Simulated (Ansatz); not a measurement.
## Property card for Fe3Ge2

Fe3Ge2:
```
CELL_PARAMETERS angstrom
      3.94033     0.00000     0.00000
     -1.97017     3.41243     0.00000
      0.00000     0.00000     4.83088
ATOMIC_POSITIONS crystal
  Fe 0.00000 0.00000 0.74609
  Fe 0.00000 0.00000 0.25391
  Fe 0.66667 0.33333 0.00000
  Ge 0.66667 0.33333 0.50000
  Ge 0.33333 0.66667 0.00000
```
The run is spin-polarised; directions of the spins, atom by atom: ↑ ↑ ↑ 0 0.

Space group P-6m2 (No. 187); conventional cell a = 3.9403 Å, b = 3.9403 Å, c = 4.8309 Å, α = 90.00°, β = 90.00°, γ = 120.00°.

Method: PBEsol (plane waves, PAW; program Ansatz). Structure relaxed to zero pressure with the same functional. Other levels are named where they apply.

**Cell and energy**

```json
{
 "volume_per_atom": "12.99 Å³",
 "density": "8.00 g/cm³",
 "Formation energy from the elements (no fitted shifts)": "-0.12 eV/atom"
}
```

**Electronic structure**

```json
{
 "electronic_character": "metallic (no gap)",
 "Density of states at the Fermi level": "0.77 states/eV per atom (mean over ±0.08 eV)"
}
```

**Magnetism**

```json
{
  "magnetic_order": "ferromagnetic",
  "net_moment": "1.07 μB per atom"
}
```

**Mechanics**

```json
{
 "Bulk modulus (Birch–Murnaghan fit)": "166 GPa",
 "Pressure derivative B′": "4.7"
}
```

The first step of the workflow began from a Materials Project structure, measured or hypothetical; the Crystallography Open Database copy checked does not list it. Whether it is the stable phase at ambient conditions was not checked. The PBEsol relaxation kept the symmetry of its start; its stability against distortions is not shown here. Spin order of the final state: ferromagnetic, the only order run, not a proven ground state. Point labels and valley counts follow the cell and symmetry of the run, lower than the named group. The references are the lowest solids computed at this level, not always the standard phases. Spin–orbit coupling is left out wherever it is not named.

Potentials: the later of the program's two PAW sets.
